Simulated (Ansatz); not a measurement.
Ti (hcp (Mg type), P6_3/mmc) at seven volumes, DFT-r²SCAN in the program Ansatz with PAW potentials, shape and atoms relaxed at each. One row is withheld.

```
V (Å³/atom)  P (GPa)
-----------  -------
15.754         12.92
16.274          8.03
16.793          3.75
17.312          0.00
17.832             ?
18.351         -6.17
18.871         -8.69
```

Task: Fit the shown pressures and predict the withheld one.

Result: P = (3/2)B₀(x^(7/2) − x^(5/2))[1 + (3/4)(B′ − 4)(x − 1)] with x = (V₀/V)^(2/3). Least squares on the six rows gives V₀ = 17.312 Å³/atom, B₀ = 117 GPa, B′ = 3.40. At V = 17.832, x = 0.9805 and P = -3.29 GPa. The run itself gave -3.29 GPa.

The cell was relaxed with r²SCAN under the symmetry of its start. The run is not spin-polarised.

Potentials: the earlier of the program's two PAW sets.
